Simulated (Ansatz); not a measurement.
**Polymorphs of Al**

15 relaxations of Al ended in 5 distinct structures. Computed with PBEsol (plane waves to 420 eV, PAW, scalar-relativistic; Ansatz, a first-principles code).

| # | space group | Pearson | type | E − E(lowest) (eV/atom) | V (Å³/atom) | coordination | runs ending here |
|---|---|---|---|---|---|---|---|
| 1 | Fm-3m | cF4 | fcc (Cu type) | 0.00 | 16.17 | Al 12 (cuboctahedral) | 2 |
| 2 | P6₃/mmc | hP4 | – | 0.01 | 16.24 | – | 1 |
| 3 | P6₃/mmc | hP2 | hcp (Mg type) | 0.03 | 16.32 | Al 12 (anticuboctahedral) | 8 |
| 4 | Im-3m | cI2 | bcc (W type) | 0.10 | 16.59 | Al 8 (cubic)+6 | 3 |
| 5 | Fd-3m | cF8 | diamond type | 0.84 | 26.94 | Al 4 (tetrahedral) | 1 |

Coordination numbers (neighbours up to the widest gap in distance over summed covalent radii, below 1.35; n+m marks a second, longer set). All are gapless at this level. Fm-3m, cF4, fcc (Cu type) is the lowest among the structures calculated here.

Al has the cubic space group Fm-3m (No. 225), the fcc (Cu type) structure, Pearson symbol cF4. Cell: a = 4.0143 Å, b = 4.0143 Å, c = 4.0143 Å, α = 90.00°, β = 90.00°, γ = 90.00°. Al on 4a is coordinated by 12 Al at 2.839 Å (cuboctahedral). (Neighbours: up to the widest gap in distance over summed covalent radii, below 1.35, at either atom.)
(The calculation used a cell of 1 atom; values per cell refer to that cell.)

1 run with a doubtful electronic state, a coarser numerical grid, an end not at rest or a source that can't be used is left out. Each run could gain symmetry but not lose that of its start, so entries can be saddle points. From databases, or of a type measured for this composition: Fm-3m, cF4, fcc (Cu type); P6₃/mmc, hP4; the others are generated cells (placed on structure types, drawn at random, substituted or restacked) that were not matched to a known phase here. Energies are at zero temperature and pressure, without zero-point motion. No spin polarisation in the result.
